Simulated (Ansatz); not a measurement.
Sr:
```
CELL_PARAMETERS angstrom
      0.00000     3.03983     3.03983
      3.03983     0.00000     3.03983
      3.03983     3.03983     0.00000
ATOMIC_POSITIONS crystal
  Sr 0.00000 0.00000 0.00000
```

Relaxed with DFT-r²SCAN+D4 in the program Ansatz with PAW potentials. Indices refer to the conventional cell of Fm-3m, a = b = c = 6.0797 Å, α = β = γ = 90.00°.

### Question
Simulate the powder diffraction pattern (Cu Kα, λ = 1.54184 Å; lines above 1 %) up to 2θ = 90°.

### Answer
Simulated powder pattern, Cu Kα, λ = 1.54184 Å (kinematic, ideal powder, no thermal factors, no anomalous dispersion; the 30 strongest lines at most, above 1 %, up to 2θ = 90°):

```
2θ (°)  d (Å)  I/Imax (%)          hkl
------  -----  ----------  -----------
25.37   3.510         100        (111)
29.38   3.040          52        (200)
42.03   2.149          39        (220)
49.74   1.833          47        (311)
52.11   1.755          14        (222)
60.96   1.520         6.3        (400)
67.11   1.395          19        (331)
69.09   1.359          17        (420)
76.81   1.241          13        (422)
82.43   1.170          14  (511)+(333)
```

The r²SCAN+D4 relaxation kept the symmetry of its start. The pairwise dispersion correction was not fitted to metals.

Potentials: the later of the program's two PAW sets.
